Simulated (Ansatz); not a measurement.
Input:

RuW:
```cif
data_RuW
_chemical_formula_sum 'Ru1 W1'
_space_group_name_H-M_alt 'P 1'
_space_group_IT_number 1
_cell_length_a 2.74046
_cell_length_b 2.74046
_cell_length_c 4.38881
_cell_angle_alpha 90.000
_cell_angle_beta 90.000
_cell_angle_gamma 120.000
loop_
_space_group_symop_operation_xyz
  'x, y, z'
loop_
_atom_site_label
_atom_site_type_symbol
_atom_site_fract_x
_atom_site_fract_y
_atom_site_fract_z
_atom_site_occupancy
Ru1 Ru 0.00000 0.00000 0.50000 1
W1 W 0.66667 0.33333 0.00000 1
```

This is the LDA-relaxed structure.

**Question.** All from LDA (plane waves, PAW; program Ansatz), unless another level is named. Give the formation energy from the elements (no fitted shifts).

**Answer.** 0.083 eV/atom.

**Question.** What about the density of states at the Fermi level?

**Answer.** 0.82 states/eV per atom (mean over ±0.08 eV).

Space group P-6m2. The first step of the workflow began from a Materials Project structure, measured or hypothetical; the Crystallography Open Database copy checked does not list it. With Ru and W taken as one species the cell has the higher symmetry P6_3/mmc, so it may be an ordered model of a mixed-site phase. Whether it is the stable phase at ambient conditions was not checked. The LDA relaxation kept the symmetry of its start; its stability against distortions is not shown here. No spin polarisation was allowed. The references are the lowest solids computed at this level, not always the standard phases. Spin–orbit coupling is left out wherever it is not named.

Potentials: the later of the program's two PAW sets.
